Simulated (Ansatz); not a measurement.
## Diamond alloy of Ge and Sn (8 of 64 Ge sites exchanged), 64 atoms

Ansatz, PAW, plane waves. PBEsol relaxation of volume and atoms (shape held) at the single k point (¼, ¼, ¼) without its symmetry partners; single points on the relaxed atoms at the single k point (¼, ¼, ¼) without its symmetry partners, onto which points of the small cell's zone fold. Arrangement: unlike neighbours preferred. No spin–orbit coupling unless named.

Relaxed structure:

```cif
data_structure
_symmetry_space_group_name_H-M 'P 1'
_symmetry_Int_Tables_number 1
_cell_length_a 11.5680
_cell_length_b 11.5680
_cell_length_c 11.5680
_cell_angle_alpha 90.000
_cell_angle_beta 90.000
_cell_angle_gamma 90.000
_cell_volume 1548.00
loop_
_atom_site_label
_atom_site_type_symbol
_atom_site_fract_x
_atom_site_fract_y
_atom_site_fract_z
_atom_site_occupancy
Ge1 Ge 0.00072 0.99736 0.99847 1
Ge2 Ge 0.99419 0.99315 0.49102 1
Ge3 Ge 0.00258 0.50205 0.00127 1
Ge4 Ge 0.01081 0.50126 0.50023 1
Ge5 Ge 0.49184 0.00178 0.00850 1
Ge6 Ge 0.50343 0.99206 0.50497 1
Ge7 Ge 0.49543 0.50526 0.00031 1
Ge8 Ge 0.12202 0.12480 0.12416 1
Ge9 Ge 0.12666 0.62648 0.12181 1
Ge10 Ge 0.12721 0.62806 0.62663 1
Ge11 Ge 0.62003 0.11919 0.12908 1
Ge12 Ge 0.63199 0.11882 0.61746 1
Ge13 Ge 0.62350 0.62375 0.12564 1
Ge14 Ge 0.62703 0.63333 0.63101 1
Ge15 Ge 0.24713 0.25058 0.00283 1
Ge16 Ge 0.24683 0.26132 0.49767 1
Ge17 Ge 0.24980 0.74837 0.99866 1
Ge18 Ge 0.24771 0.75277 0.49833 1
Ge19 Ge 0.74753 0.24133 0.48823 1
Ge20 Ge 0.75591 0.74496 0.00663 1
Ge21 Ge 0.74552 0.75644 0.50632 1
Ge22 Ge 0.37497 0.37706 0.12247 1
Ge23 Ge 0.36330 0.37871 0.62686 1
Ge24 Ge 0.37134 0.87256 0.12533 1
Ge25 Ge 0.37488 0.87072 0.62554 1
Ge26 Ge 0.88284 0.37959 0.12881 1
Ge27 Ge 0.87622 0.87674 0.12443 1
Ge28 Ge 0.87751 0.87417 0.62294 1
Ge29 Ge 0.24285 0.99476 0.24477 1
Ge30 Ge 0.25493 0.99140 0.75558 1
Ge31 Ge 0.24915 0.50168 0.24555 1
Ge32 Ge 0.24547 0.50211 0.75325 1
Ge33 Ge 0.74785 0.99646 0.24962 1
Ge34 Ge 0.76001 0.00354 0.74265 1
Ge35 Ge 0.74656 0.49442 0.24390 1
Ge36 Ge 0.74673 0.51207 0.75623 1
Ge37 Ge 0.36821 0.12024 0.88422 1
Ge38 Ge 0.36906 0.63204 0.36810 1
Ge39 Ge 0.37108 0.62438 0.87497 1
Ge40 Ge 0.87505 0.12147 0.36848 1
Ge41 Ge 0.88099 0.11881 0.87287 1
Ge42 Ge 0.87898 0.62635 0.87822 1
Ge43 Ge 0.00171 0.25056 0.25097 1
Ge44 Ge 0.00200 0.25007 0.76277 1
Ge45 Ge 0.00548 0.75511 0.24210 1
Ge46 Ge 0.99997 0.75010 0.74969 1
Ge47 Ge 0.50263 0.25365 0.24176 1
Ge48 Ge 0.49934 0.75148 0.24800 1
Ge49 Ge 0.49185 0.74416 0.74753 1
Ge50 Ge 0.12658 0.37857 0.37095 1
Ge51 Ge 0.12577 0.37738 0.87982 1
Ge52 Ge 0.12338 0.87365 0.37220 1
Ge53 Ge 0.12545 0.87151 0.87623 1
Ge54 Ge 0.62838 0.36784 0.36578 1
Ge55 Ge 0.62254 0.38973 0.87671 1
Ge56 Ge 0.62400 0.87323 0.37602 1
Sn1 Sn 0.50091 0.50165 0.49747 1
Sn2 Sn 0.12451 0.12250 0.62494 1
Sn3 Sn 0.75055 0.24990 0.99997 1
Sn4 Sn 0.87208 0.37424 0.62659 1
Sn5 Sn 0.37558 0.12555 0.37435 1
Sn6 Sn 0.87444 0.62763 0.37358 1
Sn7 Sn 0.49891 0.24761 0.75011 1
Sn8 Sn 0.62515 0.87638 0.87515 1
```

Task: What are the mean bond lengths by pair (pairs within 1.2 times the sum of covalent radii, less contacts 15 % beyond the pair's median; cation–cation pairs of compounds aside; long ionic contacts are cut short by that bound)?

Result: Ge–Ge 2.470 ± 0.018 Å (standard deviation, 96 bonds); Ge–Sn 2.615 ± 0.013 Å (standard deviation, 32 bonds).

Task: What gap lies between the top filled and the lowest empty level in the single points?

Result: r²SCAN 0.72 eV (12 s on NVIDIA H100). Away from Γ this isn't the crystal's band gap.
